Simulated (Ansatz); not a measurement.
# La₃AlZnS₇ — ²⁷Al NMR of the central transition

Cell: a Materials Project structure (computed, not necessarily an observed phase), atoms as given.

Space group P6_3 (No. 173); a = 10.2828, c = 5.9889 Å, γ = 120.00°.

```
site  Wyckoff  site symmetry       x       y       z
  La       6c              1  0.1295  0.3719  0.7395
  Al       2b            3..  0.3333  0.6667  0.1581
  Zn       2a            3..  0.0000  0.0000  0.4986
 S11       6c              1  0.0804  0.2330  0.2509
 S17       6c              1  0.4110  0.5154  0.0086
 S23       2b            3..  0.3333  0.6667  0.5284
```

One atom of each set is listed.

Computed with Ansatz: DFT, PBE, plane waves and PAW, scalar-relativistic, 420 eV cutoff, Γ-centred 3×3×5 k-points, Fermi–Dirac smearing 0.02 eV.

²⁷Al has I = 5/2 and Q = 146.6 mb (Pyykkö 2018); at 7.05 T its Larmor frequency is ν₀ = 78.3 MHz. Only the quadrupole interaction is simulated: positions count from each site's isotropic chemical shift, and J coupling is left out, as are shift anisotropy and dipolar coupling, which fast spinning averages.

Simulated pattern of one Al site (fast magic-angle spinning, Gaussian broadening 0.04 kHz):

(offset (kHz), height): (-1.0708, 0), (-1.0393, 1), (-1.0078, 4), (-0.9762, 5), (-0.9447, 5), (-0.9132, 5), (-0.8816, 5), (-0.8501, 5), (-0.8186, 6), (-0.7870, 6), (-0.7555, 6), (-0.7240, 6), (-0.6924, 8), (-0.6609, 36), (-0.6294, 79), (-0.5978, 59), (-0.5663, 46), (-0.5348, 41), (-0.5032, 38), (-0.4717, 37), (-0.4402, 36), (-0.4086, 36), (-0.3771, 37), (-0.3456, 38), (-0.3140, 40), (-0.2825, 43), (-0.2510, 47), (-0.2194, 56), (-0.1879, 79), (-0.1564, 100), (-0.1248, 29), (-0.0933, 1)

Task: Which |C_Q| and η does the pattern imply?

Result: The pattern spans 0.883 kHz before broadening and its centre of gravity is at -0.412 kHz, which fixes P_Q; the places of the horns and steps fix η. That gives P_Q = 2.32 MHz, |C_Q| = 2.32 MHz and η = 0.00. The sign of C_Q can't be read from the pattern.

An axis of threefold or higher order runs through Al, so V_zz lies along it and η is zero.

Hardware: 1 thread of AMD EPYC 7R43 64-Core Processor (Zen 3) (x86_64; 48 cores open to the job, memory cap 2.5 GiB, no GPU), a shared host with a load of 0.6 a core. Wall time 2.6 min, CPU time 2.5 min, peak memory 1.1 GiB.
